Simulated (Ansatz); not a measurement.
Method: DFT PBE, scalar-relativistic, plane waves, PAW in Ansatz. Cutoff 420 eV, Γ-centred 6×6×6 mesh (6-atom cell), Gaussian smearing of 0.10 eV, collinear spin.

Formation energies are uncorrected and refer to the elements' standard structures at the same level (Cl₂ as a molecule).

**Question.** Propose a candidate for a cubic metal made of Cl and Zr, with a formation energy near −1.27 eV/atom, about 53 Å³ per atom and a net moment near 0.2 μB per atom, in a cell of 6 atoms. Its symmetry should be P-43m (No. 215).

**Answer.** ZrCl5, space group P-43m (No. 215). Zr is surrounded by 4 Cl at 2.33 Å; Cl on a site of symmetry 3m is surrounded by 1 Zr at 2.33 Å and 1 Cl at 3.58 Å; around Cl on a site of symmetry -43m lie 4 Cl at 3.58 Å (long against the sum of covalent radii).

Space group P-43m (No. 215). a = 6.824 Å, b = 6.824 Å, c = 6.824 Å, α = 90.00°, β = 90.00°, γ = 90.00°
```json
{"atom": "Zr", "site": "1a", "symmetry": "-43m", "x": "0.0000", "y": "0.0000", "z": "0.0000"}
{"atom": "Cl", "site": "4e", "symmetry": ".3m", "x": "0.8028", "y": "0.8028", "z": "0.8028"}
{"atom": "Cl", "site": "1b", "symmetry": "-43m", "x": "0.5000", "y": "0.5000", "z": "0.5000"}
```

| Property | Result |
| --- | --- |
| Volume per atom | 53.0 Å³ |
| Density | 1.4 g/cm³ |
| Formation energy | −1.27 eV/atom |
| Gap on the 6×6×6 mesh of the 6-atom cell | 0 eV (a metal) |
| Net moment per atom | 0.17 μB |
| Moment by site | Cl 0.9 μB |

It was reached by relaxing an invented guess, and it needn't be the stable form of this composition. The answer needn't be unique; the calculation gave this one.

Weakly bound directions are ill-defined at this level, which has no dispersion term. Another magnetic order may lie lower. A structure relaxed within its symmetry needn't be a true minimum. Site moments count only spheres around the atoms; the net moment includes the space between them.
